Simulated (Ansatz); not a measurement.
# Al₂Cu: from a starting cell to a relaxed one

The start is a generated trial cell of Al2Cu in the AFLOW prototype AB2_oC24_41_2a_2b (C_e, as in Sn2Pd). Cell shape, volume and atoms are optimised at zero target pressure with r2SCAN (plane waves to 500 eV, PAW, scalar-relativistic; Ansatz, an electronic-structure program). The first steps use a coarse 5×5×5 k-mesh.

The start:
```
Al2Cu
1.0
    5.90246     0.00000     0.00000
    0.00000     2.95123     5.53754
    0.00000    -2.95123     5.53754
Cu Al
4 8
Direct
  0.00000   0.99000   0.99000
  0.50000   0.49000   0.49000
  0.00000   0.76200   0.76200
  0.50000   0.26200   0.26200
  0.65800   0.03300   0.71700
  0.34200   0.71700   0.03300
  0.15800   0.21700   0.53300
  0.84200   0.53300   0.21700
  0.75000   0.37500   0.87500
  0.25000   0.87500   0.37500
  0.25000   0.37500   0.87500
  0.75000   0.87500   0.37500
```

| Item | Result |
|---|---|
| Initial pressure | -5 GPa (negative: the cell is under tension) |
| Largest initial force | about 0.7 eV/Å, on Al5, Al6, Al7, Al8 (atoms numbered as listed) |
| Outcome | The space group goes from Aea2 (No. 41) to Cmce (No. 64), with 12 atoms in the primitive cell |
| Energy released | 0.04 eV/atom |
| Volume change | -4.8 %, from 16.08 to 15.31 Å³/atom |
| Shortest distances (start → end) | The closest pairs of elements (up to four, under 3.6 Å), start → end: Al–Cu 2.55 → 2.48 Å; Cu–Cu 2.53 → 2.64 Å; Al–Al 2.64 → 2.82 Å |
| Optimiser moves | 10 |

Relaxed structure:

Space group Cmce (No. 64); a = 11.066 Å, b = 5.744 Å, c = 5.781 Å, α = β = γ = 90.00°

| atom | site | symmetry | x | y | z |
|---|---|---|---|---|---|
| Cu | 8d | 2.. | 0.1193 | 0.0000 | 0.0000 |
| Al | 8f | m.. | 0.0000 | 0.3155 | 0.1854 |
| Al | 8e | .2. | 0.2500 | 0.2475 | 0.2500 |
(The calculation used a cell of 12 atoms; values per cell refer to that cell.)

Final values are on a 8×8×7 k-mesh of the relaxed cell. No spin polarisation in the result.

The run could not lose the symmetry of its start: the end is stationary, and may be a saddle point rather than a minimum.

The relaxed structure here is a generated cell of Al2Cu: the first start was made by placing the elements on the sites of a structure type, and the end was not matched to a known phase here, so it may be hypothetical. Known forms of Al2Cu include space group No. 140.
